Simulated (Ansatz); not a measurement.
SrTl: moving Sr off its site

SrTl, Pm-3m, a = 4.032 Å (as given, not relaxed at this level: -0.3 GPa). The structure is a COD entry; whether it is the stable form wasn't checked. Ansatz: PBEsol, PAW, 420 eV, Γ-centred 12×12×12 mesh on 2 atoms, Gaussian smearing 0.15 eV; no spin polarisation.

```xyz
2
Lattice="4.0320 0.0000 0.0000 0.0000 4.0320 0.0000 0.0000 0.0000 4.0320" Properties=species:S:1:pos:R:3 pbc="T T T"
Sr    0.0000    0.0000    0.0000
Tl    2.0160    2.0160    2.0160
```

Atom 1 (Sr) moves by x along the unit vector (-1.000, 0.000, 0.000), with its periodic images; all else is held. y is the free energy of the cell over the start, F the force along the path summed over the moved atoms. Symmetry makes y even in x.

| x (Å) | y (meV) | F (eV/Å) |
| --- | --- | --- |
| -0.5000 | 235.5 | 0.93 |
| -0.2500 | 59.6 | 0.47 |
| 0.0000 | 0.0 | 0.00 |
| 0.0625 | 3.7 | -0.12 |
| 0.1250 | 14.9 | -0.24 |
| 0.1875 | 33.5 | -0.36 |
| 0.3125 | ? | ? |
| 0.3750 | 133.4 | -0.71 |
| 0.4375 | 181.0 | -0.82 |

Fit y = c2 x² + c4 x⁴ to the energies of the other rows, give the force constant, and predict energy and force of the missing row.

Least squares on the rows shown. y = 956.89 x² − 59.329 x⁴. The force constant is 2 c2 = 1.91 eV/Å² (for all images moving together, not for a lone atom). With two atoms in a cubic cell this is the optical mode at Γ (in a metal it hangs on mesh and smearing): ω = 521.5 √(2 c2/μ) = 92 cm⁻¹ for μ = 61.33 u. The force −dy/dx at the missing row is -0.59 eV/Å (computed -0.59). At x = 0.3125 the fit asked for gives 92.9 meV. The run gave 92.9 meV, the same to the digits shown.

Spin–orbit coupling is left out, which can shift energies with elements as heavy as these.